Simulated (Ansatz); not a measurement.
ZnS (wurtzite)

```yaml
crystal:
  lattice:
    - [3.84511, 0.00000, 0.00000]
    - [-1.92255, 3.32996, 0.00000]
    - [0.00000, 0.00000, 6.30566]
  atoms:
    - { symbol: Zn, position: [0.66667, 0.33333, 0.99985] }
    - { symbol: Zn, position: [0.33333, 0.66667, 0.49985] }
    - { symbol: S, position: [0.66667, 0.33333, 0.62535] }
    - { symbol: S, position: [0.33333, 0.66667, 0.12535] }
```

In this cell atom 3 (S, nearest neighbour Zn at 2.357 Å; its periodic images, 3.8 Å or more away, move with it) is moved by u·(1.000, 0.000, 0.000) + v·(0.000, 1.000, 0.000); the rest is frozen.

Calculation: PBE (plane waves to 420 eV, PAW, scalar-relativistic; Ansatz, an electronic-structure program). k mesh 8×8×4 (Γ-centred), Fermi-Dirac smearing 0.05 eV. Stress and pressure are positive under compression. Points where atoms come too close for the PAW data are left out (x in tables, blank in figures). ZnS was relaxed with its symmetry unable to fall.

Changes of P (GPa) from the point u = 0.000 Å, v = 0.000 Å when one coordinate moves alone (two changes are said to add if the coupling is within 5 % of the smaller one, nearly so within 20 %):

| point | change |
|---|---|
| u = 0.000 Å, v = -0.590 Å | 10.16 |
| u = 0.000 Å, v = -0.393 Å | 3.70 |
| u = 0.000 Å, v = -0.197 Å | 0.76 |
| u = -0.590 Å, v = 0.000 Å | 6.45 |
| u = -0.393 Å, v = 0.000 Å | 2.68 |
| u = -0.197 Å, v = 0.000 Å | 0.64 |
| u = 0.197 Å, v = 0.000 Å | 0.64 |
| u = 0.393 Å, v = 0.000 Å | 2.68 |
| u = 0.590 Å, v = 0.000 Å | 6.45 |
| u = 0.000 Å, v = 0.197 Å | 0.52 |
| u = 0.000 Å, v = 0.393 Å | 1.68 |
| u = 0.000 Å, v = 0.590 Å | 3.03 |

Task: What is the change at u = -0.590 Å, v = 0.393 Å, where both move, and how far is it from the sum?

Result: The sum of the single changes is 6.45 + (1.68) = 8.13; the calculation gives 16.46, so the coupling contributes 8.33 (over 20 % of the smaller single change, not additive).

(For displaced atoms, the force is minus the slope of the energy, and its curvature is a force constant, which sets phonon frequencies.)
